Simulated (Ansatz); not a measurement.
Relaxed-ion elastic tensor of Ru (hcp (Mg type), space group No. 194) in GPa (Voigt order), plane-wave PAW PBEsol (Ansatz code); density 12.60 g/cm³, 13.32 Å³ per atom.

```
629  203  188  0.0  0.0  0.0
203  629  188  0.0  0.0  0.0
188  188  706  0.0  0.0  0.0
0.0  0.0  0.0  205  0.0  0.0
0.0  0.0  0.0  0.0  205  0.0
0.0  0.0  0.0  0.0  0.0  213
```

### Question
Is the crystal mechanically stable?

### Answer
Yes: the smallest eigenvalue of C is 205 GPa.

### Question
Work out the Voigt, Reuss and Hill averages.

### Answer
K_V = 347, K_R = 346, K_H = 347; G_V = 217, G_R = 215, G_H = 216 GPa.

### Question
Give Young's modulus, Poisson's ratio, Pugh's ratio and the universal anisotropy index.

### Answer
E = 9KG/(3K + G) = 537 GPa; ν = 0.24; K/G = 1.60 (brittle by the Pugh limit of 1.75); A_U = 5G_V/G_R + K_V/K_R − 6 = 0.03.

### Question
Estimate the sound speeds and the Debye temperature.

### Answer
v_l = √((K + 4G/3)/ρ) = 7100 m/s, v_t = √(G/ρ) = 4140 m/s, mean 4590 m/s; Θ = (h/k)(3n/4πV)^(1/3) v_m = 577 K.

### Question
Solve the Christoffel equation for the three sound speeds along x, y, z.

### Answer
Eigenvalues of C_ijkl n_j n_l equal ρv². In km/s, slowest first: x 4.03, 4.11, 7.06; y 4.03, 4.11, 7.06; z 4.03, 4.03, 7.48.

### Question
How much does each axis shrink under pressure?

### Answer
Linear compressibilities β_i = Σ_j S_ij (j = 1 to 3): x 1.0, y 1.0, z 0.88 per TPa.

Space group P6_3/mmc (hcp (Mg type)). The cell was relaxed with PBEsol under the symmetry of its start. The run is not spin-polarised. As this level gives no gap, shear constants depend on the k-mesh and smearing (Fermi–Dirac, 0.1 eV here).

Potentials: the later of the program's two PAW sets.
